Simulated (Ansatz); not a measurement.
Consider a crystal of YFeC4N4 in space group P-43m (No. 215), with Y on 1a; Fe on 1b; C on 4e; N on 4e. The guess for YFeC4N4 was made by a generator: two interpenetrating cyanide-bridged diamond nets.

Computed with DFT PBE, scalar-relativistic, plane waves, PAW in Ansatz 0.2.0. Cutoff 420 eV, Γ-centred mesh, Gaussian smearing, collinear spin.

The zero of energy is the elements' standard structures at the same level (N₂ as a molecule); no fitted shifts are applied.

**Question.** Predict the relaxed structure.

**Answer.**

Space group P-43m (No. 215). a = 6.324 Å, b = 6.324 Å, c = 6.324 Å, α = 90.00°, β = 90.00°, γ = 90.00°
```json
{"atom": "Y", "site": "1a", "symmetry": "-43m", "x": "0.0000", "y": "0.0000", "z": "0.0000"}
{"atom": "Fe", "site": "1b", "symmetry": "-43m", "x": "0.5000", "y": "0.5000", "z": "0.5000"}
{"atom": "C", "site": "4e", "symmetry": ".3m", "x": "0.2177", "y": "0.2177", "z": "0.2177"}
{"atom": "N", "site": "4e", "symmetry": ".3m", "x": "0.3250", "y": "0.3250", "z": "0.3250"}
```

Y has 4 C at 2.38 Å; Fe has 4 N at 1.92 Å; C is surrounded by 1 N at 1.18 Å and 1 Y at 2.38 Å; N is surrounded by 1 C at 1.18 Å and 1 Fe at 1.92 Å. Another local minimum with the same sites may exist.

**Question.** Where does its energy lie, and is it a metal?

**Answer.** The formation energy is +0.181 eV/atom and the gap on the 6×6×6 mesh of the 10-atom cell is 0.35 eV. The net moment per atom is 0.30 μB and the moment by site is Fe 2.4 μB. A positive value: parting into the elements would lower its energy.

The last run used collinear spin and Gaussian smearing of 0.02 eV. Kohn–Sham gaps at this level usually fall short of measured ones. The reference form of C is held partly by dispersion forces, which this level lacks. Another magnetic order may lie lower. Small gaps are read on the mesh alone, and bands can cross between its points. Symmetry constrained the relaxation, so the result can be a saddle point. Site moments count only spheres around the atoms; the net moment includes the space between them.
